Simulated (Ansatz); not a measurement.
Relaxed-ion elastic tensor of K₃SbS₄ in space group Cmc2_1 (No. 36; Pearson symbol oS32) in GPa (Voigt order), the program Ansatz at the LDA level (PAW); density 2.89 g/cm³, 26.41 Å³ per atom.

|  | 1 | 2 | 3 | 4 | 5 | 6 |
|---|---|---|---|---|---|---|
| 1 | 33.6 | 17.2 | 11.6 | 0.0 | 0.0 | 0.0 |
| 2 | 17.2 | 32.1 | 7.3 | 0.0 | 0.0 | 0.0 |
| 3 | 11.6 | 7.3 | 47.0 | 0.0 | 0.0 | 0.0 |
| 4 | 0.0 | 0.0 | 0.0 | 7.5 | 0.0 | 0.0 |
| 5 | 0.0 | 0.0 | 0.0 | 0.0 | -0.5 | 0.0 |
| 6 | 0.0 | 0.0 | 0.0 | 0.0 | 0.0 | 10.5 |

**Question.** Is the crystal mechanically stable?

**Answer.** On the edge, within the error: the smallest eigenvalue of C is -0.5 GPa.

The workflow started from a Materials Project entry (that database holds measured and hypothetical structures alike); the Crystallography Open Database files this formula in space group No. 36, but the cells were not matched. Its standing as an ambient phase is unchecked. The cell was relaxed with LDA under the symmetry of its start; its stability against distortions is not shown here. Spin–orbit coupling is left out wherever it is not named.

Potentials: the later of the program's two PAW sets.
